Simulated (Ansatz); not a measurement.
Ga2SnTe4: reading a single point

```yaml
crystal:
  lattice:
    - [0.00000, 6.04951, 0.00000]
    - [6.04951, 0.00000, 0.00000]
    - [3.02475, 3.02475, -5.86285]
  atoms:
    - { symbol: Sn, position: [0.00000, 0.00000, 0.00000] }
    - { symbol: Ga, position: [0.75000, 0.25000, 0.50000] }
    - { symbol: Ga, position: [0.50000, 0.50000, 0.00000] }
    - { symbol: Te, position: [0.39500, 0.40500, 0.73000] }
    - { symbol: Te, position: [0.59500, 0.12500, 0.27000] }
    - { symbol: Te, position: [0.87500, 0.86500, 0.73000] }
    - { symbol: Te, position: [0.13500, 0.60500, 0.27000] }
```

Method: r2SCAN, no spin polarisation; PAW, plane waves to 500 eV, 6×6×6 Γ-centred mesh, fermi-dirac occupations (width 0.0513 eV) (Ansatz 0.2.0), atoms fixed.

(1) Is the cell too large or too small?

(2) What is the formation energy?

(3) Is there a gap?

(4) Describe some of the short contacts.

(5) Where is the largest force?

(6) Give the Bader charges.

Origin: a known structure type with other elements, at an estimated volume, so it need not be a known compound.

Results:

(1) The pressure is 8.8 GPa (compression positive), so with the atoms held at these fractions the cell would first expand; the forces are large, so a full relaxation may end otherwise. The principal stresses 7.8, 9.3, 9.3 GPa differ, so its shape would change too.

(2) -0.06 eV an atom against the elements' usual phases (free molecules for gases, crystals otherwise, with no correction for O₂ or N₂), so it is bound against them; other compounds may still compete. Relaxing would lower it.

(3) It is a metal, with about 2.3 states/eV a cell as the mean within 0.25 eV of the Fermi level, mostly Te p (41 %), Ga s (13 %) and Sn p (13 %).

(4) Ga–Te at 2.56 Å: least valence density 0.46 e/Å³ and ELF 0.60 there. Sn–Te at 2.77 Å: least valence density 0.40 e/Å³ and ELF 0.54 there. Both are smooth PAW fields, read partly inside the augmentation spheres.

(5) The largest is on Te4 (and as large on other atoms): 1.46 eV/Å, components (1.04, 0.24, 1.00). It makes 87° with the line to a nearest neighbour, Ga3 at 2.56 Å.

(6) Bader charges in e: Ga +0.64 to +0.69, Sn +0.62, Te -0.49. In the mean Ga gives up most and Te takes most.
